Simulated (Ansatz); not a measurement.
Be$_{5}$Pd:
```
Be5Pd
1.0
    0.00000     2.98741     2.98741
    2.98741     0.00000     2.98741
    2.98741     2.98741     0.00000
Be Pd
5 1
Cartesian
  4.48111   4.48111   4.48111
  3.73305   3.73305   2.24176
  3.73305   2.24176   3.73305
  2.24176   3.73305   3.73305
  2.24176   2.24176   2.24176
  0.00000   0.00000   0.00000
```

Relaxed with r²SCAN. Special points in fractions of this cell's reciprocal vectors: Γ (0.000, 0.000, 0.000); X (0.500, 0.000, 0.500); U (0.625, 0.250, 0.625); K (0.375, 0.375, 0.750); L (0.500, 0.500, 0.500); W (0.500, 0.250, 0.750).

List the band energies nearest the Fermi level at these points for plane-wave PAW r²SCAN (Ansatz code).

In eV from the Fermi level; about four levels below and three above (degenerate sets whole), none deeper than 8.9 eV; points with the same levels are listed once.

```json
[
 {"k": "Γ", "below": "-3.78 -0.12 -0.12 -0.12", "above": "3.38 3.40 3.40 3.40"},
 {"k": "X", "below": "-4.00 -4.00 -2.07 -0.23", "above": "5.96 6.80 6.80"},
 {"k": "U", "below": "-3.89 -3.59 -2.88 -1.64", "above": "0.85 4.09 4.82"},
 {"k": "L", "below": "-4.37 -4.37 -2.89 -1.48 -1.48", "above": "2.17 2.17 3.87"},
 {"k": "W", "below": "-4.09 -4.02 -3.19 -0.17", "above": "0.19 3.90 4.01"}
]
```

Space group F-43m. The first step of the workflow began from a Materials Project structure, measured or hypothetical; the Crystallography Open Database copy checked does not list it. With Be and Pd taken as one species the cell has the higher symmetry Fd-3m, so it may be an ordered model of a mixed-site phase. Its standing as an ambient phase is unchecked. The r²SCAN relaxation kept the symmetry of its start; whether a distortion lowers the energy is not shown. No spin polarisation was allowed. Spin–orbit coupling is left out wherever it is not named.

Potentials: the later of the program's two PAW sets.
